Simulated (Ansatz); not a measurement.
Values for one crystal, relaxed and computed with DFT-PBE in the program Ansatz with PAW potentials; other levels are named.

| Quantity | Result |
|---|---|
| Volume per atom | 15.48 Å³ |
| Band gap | 1.81 eV (direct) |
| Hole effective mass, band 2 of 2 at the edge | 0.16 along x, 4.6 along z (mₑ) |
| Pressure derivative B′ | 1.6 |
| Hole effective mass, band 1 of 2 at the edge | 0.78 along x, 4.6 along z (mₑ) |
| Conduction-band minimum | at Γ |
| Electron effective mass | 0.14, 0.14, 0.57 mₑ (principal values) |

Task: Which compound is it?
(A) AlInN2, P3m1 (In on 1b, N on 1b, Al on 1c, N on 1c)
(B) AlGa3N4, P3m1 (Pearson symbol hP8)
(C) Al3GaN4, P3m1 (Pearson symbol hP8)
(D) ScSnCN, P3m1 (Sc on 1b, Sn on 1c, C on 1b, N on 1c)

Result: D, ScSnCN, P3m1 (Sc on 1b, Sn on 1c, C on 1b, N on 1c)

The start of the workflow was typed in or built on a structure type; neither database checked (COD, Materials Project) lists it. Its standing as an ambient phase is unchecked. Symmetry was held in the PBE relaxation; its stability against distortions is not shown here. The run is not spin-polarised. Spin–orbit coupling is left out wherever it is not named.

Potentials: the earlier of the program's two PAW sets.
